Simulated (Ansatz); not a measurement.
## Is this Cd₂HgTe₃ structure a true minimum?

It was reached by relaxing an invented guess, and it needn't be the stable form of this composition.

The calculation used DFT PBE, scalar-relativistic, plane waves, PAW (Ansatz). Plane waves to 420 eV, a k mesh through Γ of 12×12×12 on the computed 6-atom cell and Gaussian smearing (0.10 eV); no spin polarisation.

The cell below (6 atoms, space group I-4m2 (No. 119)) is relaxed within its symmetry.

```cif
data_structure
_symmetry_space_group_name_H-M 'P 1'
_symmetry_Int_Tables_number 1
_cell_length_a 10.4729
_cell_length_b 10.4729
_cell_length_c 10.4729
_cell_angle_alpha 154.109
_cell_angle_beta 154.109
_cell_angle_gamma 36.941
_cell_volume 218.71
loop_
_atom_site_label
_atom_site_type_symbol
_atom_site_fract_x
_atom_site_fract_y
_atom_site_fract_z
_atom_site_occupancy
Cd1 Cd 0.66686 0.66686 0.00000 1
Cd2 Cd 0.33314 0.33314 0.00000 1
Hg1 Hg 0.00000 0.00000 0.00000 1
Te1 Te 0.58395 0.08395 0.50000 1
Te2 Te 0.25000 0.75000 0.50000 1
Te3 Te 0.91605 0.41605 0.50000 1
```

For the test a repeat of it with 12 atoms (edges 4.69, 9.38, 10.47 Å) was strained at random (σ = 1.5 % a component), the atoms were moved at random (σ = 0.10 Å), and all was relaxed again on a coarse 6×4×6 mesh (in the run’s order of axes) with 0.20 eV smearing, with no symmetry imposed.

These runs have no spin–orbit coupling, which can matter for Hg and Te.

Problem. What happens?

Solution. It returns, within 1 meV/atom of the unmoved cell on that mesh and with the same symmetry when read at 0.1 Å (P1 at 0.01 Å, so small strains and shifts remain). So it is stable against the distortions that fit this cell and that this random move excites. Modes that don't fit the cell aren't tested.
